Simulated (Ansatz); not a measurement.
Ag2S:
```xyz
6
Lattice="2.3264 -3.4668 0.0000 2.3264 3.4668 0.0000 0.0000 0.0000 7.2112" Properties=species:S:1:pos:R:3 pbc="T T T"
Ag     0.0000     0.0000     0.0000
Ag     2.3264    -0.7399     1.8028
Ag     2.3264     0.7399     5.4084
Ag     0.0000     0.0000     3.6056
S      2.3264    -1.8944     5.4084
S      2.3264     1.8944     1.8028
```

Relaxed with PBEsol. Special points in fractions of this cell's reciprocal vectors: Γ (0.000, 0.000, 0.000); Y (-0.500, 0.500, 0.000); C0 (-0.363, 0.637, 0.000); Σ0 (0.363, 0.363, 0.000); Z (0.000, 0.000, 0.500); A0 (0.363, 0.363, 0.500); E0 (-0.363, 0.637, 0.500); T (-0.500, 0.500, 0.500); S (0.000, 0.500, 0.000); R (0.000, 0.500, 0.500).

### Question
List the band energies nearest the valence-band maximum at these points for PBEsol with spin–orbit coupling in the plane-wave PAW code Ansatz.

### Answer
In eV from the valence-band maximum; about four levels below and three above (degenerate sets whole), none deeper than 8.9 eV; points with the same levels are listed once.

```json
[
 {"k": "Γ", "below": "-0.47 -0.47 0.00 0.00", "above": "0.95 0.95 1.51 1.51"},
 {"k": "Y", "below": "-0.71 -0.71 -0.48 -0.48", "above": "1.31 1.31 2.28 2.28"},
 {"k": "C0", "below": "-1.49 -1.49 -0.33 -0.33", "above": "1.93 1.93 3.48 3.48"},
 {"k": "Z", "below": "-0.19 -0.19 -0.19 -0.19", "above": "1.78 1.78 1.78 1.78"},
 {"k": "A0", "below": "-0.73 -0.73 -0.73 -0.73", "above": "3.30 3.30 3.38 3.38"},
 {"k": "T", "below": "-1.28 -1.28 -1.28 -1.28", "above": "2.36 2.36 2.36 2.36"},
 {"k": "S", "below": "-0.51 -0.51 -0.12 -0.12", "above": "2.22 2.22 2.49 2.49"},
 {"k": "R", "below": "-0.31 -0.31 -0.31 -0.31", "above": "1.44 1.44 1.44 1.44"}
]
```

Space group Cmcm. The workflow started from a Materials Project entry (that database holds measured and hypothetical structures alike); the Crystallography Open Database copy checked does not list it. COD files the formula under space group No. 4, 14, so this cell is another polymorph or a model. Whether it is the stable phase at ambient conditions was not checked. Symmetry was held in the PBEsol relaxation; of distortions, only those at the zone centre were tested. The run is not spin-polarised.

Potentials: the later of the program's two PAW sets.
